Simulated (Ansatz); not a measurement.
Input:

GaAs:
```cif
data_As2Ga2
_chemical_formula_sum 'Ga2 As2'
_space_group_name_H-M_alt 'P63mc'
_space_group_IT_number 186
_space_group_name_Hall 'P 6c -2c'
_cell_length_a 3.94799
_cell_length_b 3.94799
_cell_length_c 6.51033
_cell_angle_alpha 90.000
_cell_angle_beta 90.000
_cell_angle_gamma 120.000
loop_
_atom_site_label
_atom_site_type_symbol
_atom_site_symmetry_multiplicity
_atom_site_Wyckoff_symbol
_atom_site_fract_x
_atom_site_fract_y
_atom_site_fract_z
_atom_site_occupancy
Ga1 Ga 2 b 0.33333 0.66667 0.00006 1
As1 As 2 b 0.33333 0.66667 0.37394 1
```

This is the LDA-relaxed structure.

Q: All from plane-wave PAW LDA (Ansatz code), unless another level is named. Predict the formation energy from the elements (no fitted shifts).

A: -0.31 eV/atom.

Q: And the electron effective mass?

A: 0.033 mₑ (isotropic).

Q: And the band gap?

A: 0.50 eV (direct).

Q: Give the valence-band maximum.

A: at Γ.

Q: What about the weight of the valence-edge state by species (Voronoi cells)?

A: As 77 %, Ga 23 %.

Space group P6_3mc (wurtzite). The workflow started from a Materials Project entry (that database holds measured and hypothetical structures alike); the Crystallography Open Database copy checked does not list it. It is not the phase usual at ambient conditions (space group No. 216). The LDA relaxation kept the symmetry of its start; phonons on a q-mesh show no instability. The references are the lowest solids computed at this level, not always the standard phases. Scalar-relativistic: spin–orbit coupling is off unless named, which matters more the heavier the elements.

Potentials: the earlier of the program's two PAW sets.
